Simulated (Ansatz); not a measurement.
An Ansatz (a program for electronic structure) run. Input:

Ansatz 0.2 input:
```yaml
crystal:
  lattice:
    - [3.985215437, 0.0, 0.0]
    - [-1.9926077185, 3.451297808, 0.0]
    - [0.0, 0.0, 6.5834929667]
  atoms:
    - { symbol: Be, position: [0.6666666667, 0.3333333333, 0.500790255] }
    - { symbol: Be, position: [0.3333333333, 0.6666666667, 0.000790255] }
    - { symbol: Te, position: [0.6666666667, 0.3333333333, 0.874209745] }
    - { symbol: Te, position: [0.3333333333, 0.6666666667, 0.374209745] }
kpoints:
  mp_grid: { grid: [7, 7, 4] }
  band_path:
    path:
      - [[0.0, 0.0, 0.0], [0.5, 0.0, 0.0], [0.3333333333, 0.3333333333, 0.0], [0.0, 0.0, 0.0], [0.0, 0.0, 0.5], [0.5, 0.0, 0.5], [0.3333333333, 0.3333333333, 0.5], [0.0, 0.0, 0.5]]  # Γ-M-K-Γ-A-L-H-A
      - [[0.5, 0.0, 0.5], [0.5, 0.0, 0.0]]  # L-M
      - [[0.3333333333, 0.3333333333, 0.5], [0.3333333333, 0.3333333333, 0.0]]  # H-K
      - [VBM, CBM]
    npoints: 8
hamiltonian:
  xc: r2scan
  pseudopotentials: { kind: paw }
magnetization: { noncollinear: true, spin_orbit: true }
scf:
  n_extra_bands: 12
  convergence: { dr2_threshold: 0.0000000001 }
  occupations: { method: gaussian, width: 0.01 }
checkpoint: { write: soc.run }
output: { eigenvalues: true }
```

Output (shortened):

```
Pseudopotential: Be, paw_fr, valence charge 2
Pseudopotential: Te, paw_fr, valence charge 16
Functional definition: r2SCAN
non-collinear run that drives no moment, with spin-orbit …
Crystal: 4 atoms, lattice volume = 90.550 Å³
Basis set: ecut = 500 eV, 2311 PW (Γ), exchange–correlation on 120×120×200 points (64 copies of the dense FFT grid, shifted against one another)
Bands: 48, of which v1, the nominal top of the filled ones, is band 36 counted from 1 (35 counted from 0)
Symmetry: 12 space group operations + 12 with time reversal
k-points: 24 of 196 (time reversal used)
Projection manifold: j_resolved (fully-relativistic pseudo-atomic orbitals)
iter 1 solved again at ethr=2.05e-3 eV; its pass at ethr=3.10e-3 eV (dr2=7.40e-1 eV) is discarded
SCF iter   1: F=—  HF=-14155.307385 eV  |F-HF|=—  |Δ(HF+E_count)|=         —  Δρ=2.76e-2  dr2=7.67e-1  dr2_τ=9.98e-3  dr2_m=0.00e0 (ungated)  ethr=2.05e-3  |M|=0.00e0 ∫|m|=0.00e0 μB  |m|>n=0.0e0 m-floor=0.0e0 τ_xc=0.0e0  β_m=0.30  ⟨swp⟩=1.8  Hψ=8184  notcnv=0
preconditioner: auto → Resta (q_TF=auto, 2.340 Å⁻¹)
spin=Noncollinear: Resta preconditioning applied to the charge; magnetization (m_x, m_y, m_z) channels mix plain (no charge-response kernel on spin).
SCF iter   2: F=—  HF=-14155.310874 eV  |F-HF|=—  |Δ(HF+E_count)|=   3.49e-3  Δρ=2.05e-2  dr2=4.25e-1  dr2_τ=4.52e-4  dr2_m=0.00e0 (ungated)  ethr=2.05e-3  |M|=0.00e0 ∫|m|=0.00e0 μB  |m|>n=0.0e0 m-floor=0.0e0 τ_xc=0.0e0  β_m=0.65  ⟨swp⟩=2.0  Hψ=1440  notcnv=0
SCF iter   3: F=—  HF=-14155.328273 eV  |F-HF|=—  |Δ(HF+E_count)|=   1.74e-2  Δρ=2.34e-3  dr2=8.95e-3  dr2_τ=3.22e-5  dr2_m=0.00e0 (ungated)  ethr=1.18e-3  |M|=0.00e0 ∫|m|=0.00e0 μB  |m|>n=0.0e0 m-floor=0.0e0 τ_xc=0.0e0  β_m=0.75  ⟨swp⟩=3.0  Hψ=2003  notcnv=0
SCF iter   4: F=—  HF=-14155.330292 eV  |F-HF|=—  |Δ(HF+E_count)|=   2.02e-3  Δρ=8.24e-4  dr2=6.69e-4  dr2_τ=3.06e-6  dr2_m=0.00e0 (ungated)  ethr=2.48e-5  |M|=0.00e0 ∫|m|=0.00e0 μB  |m|>n=0.0e0 m-floor=0.0e0 τ_xc=0.0e0  β_m=0.87  ⟨swp⟩=3.2  Hψ=2106  notcnv=0
SCF iter   5: F=—  HF=-14155.330587 eV  |F-HF|=—  |Δ(HF+E_count)|=   2.95e-4  Δρ=1.16e-4  dr2=1.34e-5  dr2_τ=6.25e-8  dr2_m=0.00e0 (ungated)  ethr=1.86e-6  |M|=0.00e0 ∫|m|=0.00e0 μB  |m|>n=0.0e0 m-floor=0.0e0 τ_xc=0.0e0  β_m=0.94  ⟨swp⟩=2.0  Hψ=1818  notcnv=0
SCF iter   6: F=—  HF=-14155.330600 eV  |F-HF|=—  |Δ(HF+E_count)|=   1.32e-5  Δρ=2.37e-5  dr2=6.42e-7  dr2_τ=4.86e-9  dr2_m=0.00e0 (ungated)  ethr=3.72e-8  |M|=0.00e0 ∫|m|=0.00e0 μB  |m|>n=0.0e0 m-floor=0.0e0 τ_xc=0.0e0  β_m=0.96  ⟨swp⟩=2.0  Hψ=1536  notcnv=0
SCF iter   7: F=—  HF=-14155.330606 eV  |F-HF|=—  |Δ(HF+E_count)|=   5.97e-6  Δρ=5.66e-6  dr2=3.67e-8  dr2_τ=9.68e-11  dr2_m=0.00e0 (ungated)  ethr=1.78e-9  |M|=0.00e0 ∫|m|=0.00e0 μB  |m|>n=0.0e0 m-floor=0.0e0 τ_xc=0.0e0  β_m=0.98  ⟨swp⟩=2.0  Hψ=1536  notcnv=0…
SCF iter   8: F=—  HF=-14155.330606 eV  |F-HF|=—  |Δ(HF+E_count)|=   3.43e-8  Δρ=1.22e-6  dr2=1.19e-9  dr2_τ=1.46e-11  dr2_m=0.00e0 (ungated)  ethr=1.02e-10  |M|=0.00e0 ∫|m|=0.00e0 μB  |m|>n=0.0e0 m-floor=0.0e0 τ_xc=0.0e0  β_m=0.98  ⟨swp⟩=2.0  Hψ=1536  notcnv=0
SCF iter   9: F=-14155.330606 eV  HF=-14155.330606 eV  |F-HF|=2.73e-11  |Δ(HF+E_count)|=  3.09e-10  Δρ=3.45e-7  dr2=8.97e-11  dr2_τ=1.40e-12  dr2_m=0.00e0 (ungated)  ethr=1.00e-12  |M|=0.00e0 ∫|m|=0.00e0 μB  |m|>n=0.0e0 m-floor=0.0e0 τ_xc=0.0e0  ⟨swp⟩=4.5  Hψ=2948  notcnv=0
SCF 1 converged in 9 iterations: F = -14155.330606 eV  dr2 = 8.97e-11
NSCF: frozen V_eff on 28 k-points
NSCF: frozen V_eff on 28 k-points
NSCF: frozen V_eff on 28 k-points
NSCF: frozen V_eff on 15 k-points
NSCF: frozen V_eff on 11 k-points
NSCF: frozen V_eff on 22 k-points
NSCF: frozen V_eff on 14 k-points
NSCF: frozen V_eff on 8 k-points
NSCF: frozen V_eff on 6 k-points
NSCF: frozen V_eff on 9 k-points
NSCF: frozen V_eff on 5 k-points
NSCF: frozen V_eff on 3 k-points
NSCF: frozen V_eff on 84 k-points
SCF converged after 9 iterations
Magnetization: |M| = 0.0000 μB,  M = (+0.0000, +0.0000, +0.0000) μB
Absolute magnetization: 0.0000 μB (∫|m|)
  site 0: m = (+0.0000, +0.0000, +0.0000) μB, |m| = 0.0000 μB  (R = 1.01 Å)
  site 1: m = (+0.0000, +0.0000, +0.0000) μB, |m| = 0.0000 μB  (R = 1.01 Å)
  site 2: m = (+0.0000, +0.0000, +0.0000) μB, |m| = 0.0000 μB  (R = 1.01 Å)
  site 3: m = (+0.0000, +0.0000, +0.0000) μB, |m| = 0.0000 μB  (R = 1.01 Å)
Free energy (F): -14155.330606 eV
Harris-Foulkes:  -14155.330606 eV  (|F-HF|=2.73e-11)
Internal energy: -14155.330606 eV  (E = F + TS)
E sigma→0 (E₀):  -14155.330606 eV
Fermi energy:    8.625838 eV
--- Per-component energies (eV) ---
  E_band       = -565.102275
  E_kinetic    = 398.941522
  E_local      = -2765.886912  (includes V_loc(G=0)·N_el)
  E_nonlocal   = -610.133996
  E_hartree    = 1725.950910
  E_xc         = -267.205917
  E_vxc        = -266.088310  (∫ρ·V_xc dr)
  E_paw        = -9474.250329  (= ΣΔE_a)
  E_vpaw       = -788.983793  (= ΣTr[D̂ρ^β])
  E_aug_tail   = -0.000066  (compensation charges beyond the density's cutoff)
  E_vtau       = 15.147683  (kinetic-family band-sum trace: ∫τ·v_τ [+ j·A + Jᵃ·Aᵃ] dr)
  E_ewald      = -3163.316970
  E_core_change = 0.571152  (= ΣΔE_core)
  E_smearing   =  0.000000  (= −TS)
  E_closure    = 0.000000  (closes the sum)
  Σ components = -14155.330606   (vs F -14155.330606, Δ=0.00e0)
  [band-id]    e_kinetic+e_local+e_nonlocal+2·e_hartree+e_vxc+e_vpaw+e_augmentation_tail+e_vtau = -565.102052   (vs E_band -565.102275, Δ=2.23e-4)
--- Band table (eV; the first three rows and the last of 24) ---
  k-point 0: bands = ["-30.7686", "-30.7686", "-30.7657", "-30.7657", "-30.7653", "-30.7653", "-30.7646", "-30.7646", "-29.3110", "-29.3110", "-29.3087", "-29.3087", "-29.3002", "-29.3002", "-29.2993", "-29.2993", "-29.2984", "-29.2984", "-29.2969", …
  k-point 1: bands = ["-30.7681", "-30.7681", "-30.7661", "-30.7661", "-30.7652", "-30.7652", "-30.7647", "-30.7647", "-29.3107", "-29.3107", "-29.3090", "-29.3090", "-29.2997", "-29.2997", "-29.2992", "-29.2992", "-29.2985", "-29.2985", "-29.2974", …
  k-point 2: bands = ["-30.7671", "-30.7671", "-30.7671", "-30.7671", "-30.7649", "-30.7649", "-30.7649", "-30.7649", "-29.3099", "-29.3099", "-29.3099", "-29.3099", "-29.2988", "-29.2988", "-29.2988", "-29.2988", "-29.2986", "-29.2986", "-29.2986", …
  k-point 23: bands = ["-30.7668", "-30.7668", "-30.7666", "-30.7666", "-30.7629", "-30.7629", "-30.7622", "-30.7622", "-29.3079", "-29.3079", "-29.3077", "-29.3077", "-29.2991", "-29.2991", "-29.2986", "-29.2986", "-29.2961", "-29.2961", "-29.2953", …
```

Cost: very roughly 4 core-minutes on shared cores.

Space group P6_3mc (wurtzite). The workflow started from a Materials Project entry (that database holds measured and hypothetical structures alike); the Crystallography Open Database copy checked does not list it. COD files the formula under space group No. 216, so this cell is another polymorph or a model. Whether it is the stable phase at ambient conditions was not checked. The cell was relaxed with r²SCAN under the symmetry of its start; its stability against distortions is not shown here.

Potentials: the later of the program's two PAW sets.

Ansatz is a plane-wave DFT program.
